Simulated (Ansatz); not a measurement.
**Fe2As: do energies and stresses tell the same story?**

All numbers below come from DFT PBEsol, scalar-relativistic, plane waves, PAW (Ansatz).

Cutoff 420 eV; k points 10×10×6 on the computed 6-atom cell (Γ-centred); Gaussian smearing, width 0.10 eV; collinear spin from starting moments 1.13 1.13 2.37 2.37 0 0 μB.

Relaxed cell: P4/nmm, a = 3.570 Å, b = 3.570 Å, c = 5.765 Å, α = 90.00°, β = 90.00°, γ = 90.00°, 6 atoms in the primitive cell. Whether it is the stable form of this composition wasn't checked.

Energies at zero smearing and pressures from the stress tensor, at volumes with shape and atoms relaxed:
```csv
V (Å³/atom),E − E(first) (meV/atom),P (GPa)
11.512,0.00,10.33
11.880,-16.00,4.13
12.247,-19.61,0.00
12.615,-15.51,-3.70
12.982,-3.31,-7.22
```

Check P = −dE/dV between neighbouring volumes, and get the bulk modulus from the pressures alone.

With 1 eV/Å³ = 160.2 GPa:
```tsv
middle V (Å³/atom)	−ΔE/ΔV (GPa)	mean P (GPa)
11.696	6.977	7.225
12.064	1.576	2.061
12.431	-1.790	-1.850
12.798	-5.319	-5.460
```

The two differ by 0.48 GPa at most. The mean of two end pressures misses the average over a step by about ΔV² P″/12, up to 0.28 GPa here; with that taken off 0.40 GPa remains. The stress is the derivative of the free energy, not of the energy at zero smearing, and with free energies 0.16 GPa remains. The largest site moment goes from 1.63 to 2.49 μB along the series, which bends P(V). Around V = 12.247 Å³/atom, the two neighbours give B = −V ΔP/ΔV = 12.247 × 7.82 / 0.735 = 130.4 GPa, against B0 = 132.6 GPa from the Birch–Murnaghan fit of the energies.

Only parallel moments were tried here.

Only this magnetic start was tried.